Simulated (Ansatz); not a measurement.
Data:

HfTe$_{2}$:
```cif
data_Hf3Te6
_chemical_formula_sum 'Hf3 Te6'
_space_group_name_H-M_alt 'R-3m :H'
_space_group_IT_number 166
_space_group_name_Hall '-R 3 2"'
_cell_length_a 3.83263
_cell_length_b 3.83263
_cell_length_c 20.48525
_cell_angle_alpha 90.000
_cell_angle_beta 90.000
_cell_angle_gamma 120.000
loop_
_atom_site_label
_atom_site_type_symbol
_atom_site_symmetry_multiplicity
_atom_site_Wyckoff_symbol
_atom_site_fract_x
_atom_site_fract_y
_atom_site_fract_z
_atom_site_occupancy
Hf1 Hf 3 a 0.00000 0.00000 0.00000 1
Te1 Te 6 c 0.00000 0.00000 0.24650 1
```
(The calculation used a cell of 3 atoms; values per cell refer to that cell.)

This is the LDA-relaxed structure.

Problem. All from plane-wave PAW LDA (Ansatz code), unless another level is named. Predict the bulk modulus (Birch–Murnaghan fit).

Solution. 25.7 GPa.

Problem. And the highest zone-centre frequency?

Solution. 181 cm⁻¹.

A made-up cell: these elements were put on the sites of a structure type; neither database checked (COD, Materials Project) lists it. Its standing as an ambient phase is unchecked. The LDA relaxation kept the symmetry of its start; of distortions, only those at the zone centre were tested. No spin polarisation was allowed. A crystal of weakly bound layers computed without a dispersion correction: the cell and the soft elastic constants depend strongly on that. As this level gives no gap, phonon frequencies hold no LO–TO term and depend on the k-mesh and smearing (Fermi–Dirac, 0.1 eV here). Spin–orbit coupling is left out wherever it is not named.

Potentials: the earlier of the program's two PAW sets.
